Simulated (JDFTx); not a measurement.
Reference run:

Ru(0001) slab cut from bulk Ru (space group P6_3/mmc, indices of the conventional cell, lattice of the Materials Project entry mp-33, not re-optimised): 4 atoms in 4 planes, a 1x1 cell of 6.35 Å² (|a| = 2.708, |b| = 2.708 Å), 6.4 Å between the outermost planes, cell height 22.4 Å, 10×10×1 k mesh, Fermi smearing 0.01 Ha, no spin polarisation.

The reference is PBE, GBRV ultrasoft potentials, plane waves to 20/100 Ha; code: JDFTx (a modified build). Unrelaxed; liquid: CANDLE, water, 1 M NaF. SHE scale: U = −μ/e − 4.44 V, by convention. On the negative side CANDLE's cavity feels the periodic box, so those points shift with the cell height.

```json
[
 {"cell height": "14.4 Å", "work function (eV)": "5.02", "U_pzc (V)": "0.27", "mean C above U_pzc (μF/cm²)": "15 over 0.5 V", "k states × plane waves": "14 × 2635", "cycles, vacuum run": "15", "rough core time, vacuum run": "2 min"},
 {"cell height": "16.4 Å", "work function (eV)": "5.04", "U_pzc (V)": "0.28", "mean C above U_pzc (μF/cm²)": "15 over 0.5 V", "k states × plane waves": "14 × 3002", "cycles, vacuum run": "15", "rough core time, vacuum run": "2 min"},
 {"cell height": "18.4 Å", "work function (eV)": "5.04", "U_pzc (V)": "0.28", "mean C above U_pzc (μF/cm²)": "15 over 0.5 V", "k states × plane waves": "14 × 3368", "cycles, vacuum run": "19", "rough core time, vacuum run": "3 min"},
 {"cell height": "22.4 Å", "work function (eV)": "5.04", "U_pzc (V)": "0.28", "mean C above U_pzc (μF/cm²)": "15 over 0.5 V", "k states × plane waves": "14 × 4100", "cycles, vacuum run": "20", "rough core time, vacuum run": "5 min"},
 {"cell height": "30.4 Å", "work function (eV)": "5.04", "U_pzc (V)": "0.28", "mean C above U_pzc (μF/cm²)": "15 over 0.5 V", "k states × plane waves": "14 × 5565", "cycles, vacuum run": "25", "rough core time, vacuum run": "6 min"},
 {"cell height": "38.4 Å", "work function (eV)": "5.04", "U_pzc (V)": "0.28", "mean C above U_pzc (μF/cm²)": "15 over 0.5 V", "k states × plane waves": "14 × 7031", "cycles, vacuum run": "30", "rough core time, vacuum run": "10 min"}
]
```

The work function stays within 0.02 eV over all these settings; capacitances repeat to about ±0.2 μF/cm². Core times come from shared machines and are rough, one run each.
